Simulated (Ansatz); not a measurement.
## W (diamond): energy against volume

These are results of Ansatz, DFT, r2SCAN, plane waves (500 eV) with PAW, scalar-relativistic, not measurements. The PAW files were generated under PBE, with cores re-solved for the functional.

The cell is scaled uniformly from the relaxed one, with fractional coordinates and shape fixed. Energies are extrapolated to zero smearing, pressures are those at the given smearing. Magnetic state: spin not included.

A Birch-Murnaghan fit gives V₀ = 24.26 Å³/atom, B₀ = 125 GPa, B₀′ = 3.7.

(1) What are the energy above the minimum and the pressure at 21.369 Å³/atom?

(2) What are the energy above the minimum and the pressure at 23.312 Å³/atom?

(3) What are the energy above the minimum and the pressure at 27.197 Å³/atom?

Results:

(1) 164.4 meV/atom and 20.27 GPa as computed.

(2) 15.5 meV/atom and 5.54 GPa as computed.

(3) 115.8 meV/atom and -11.44 GPa as computed.
